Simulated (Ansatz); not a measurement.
ZrPt$_{3}$ (Cu3Au type, Pm-3m), plane-wave PAW PBE (Ansatz code), all energies at zero smearing, with the estimated change up to a 700 eV cutoff added, with one set of potentials and settings (totals compare only within such a set). Cell of 4 atoms (1 Zr, 3 Pt): -41757.030 eV.

```json
[
 {"element": "Zr", "reference phase": "P6_3/mmc, 2 atoms in the cell", "E (eV/atom)": "-4183.8362"},
 {"element": "Pt", "reference phase": "Fm-3m, 1 atoms in the cell", "E (eV/atom)": "-12523.0127"}
]
```

Formation energy per atom, worked out: (-41757.030 − 1×(-4183.8362) − 3×(-12523.0127))/4 = -1.039 eV/atom (-100 kJ per mol of atoms), at 0 K, without zero-point energy or fitted corrections.

The workflow started from an entry of the Crystallography Open Database (COD). Its standing as an ambient phase is unchecked. Symmetry was held in the PBE relaxation; whether a distortion lowers the energy is not shown. The run is not spin-polarised. The references are the lowest solids computed at this level, not always the standard phases. Spin–orbit coupling is left out wherever it is not named.

Potentials: the later of the program's two PAW sets.
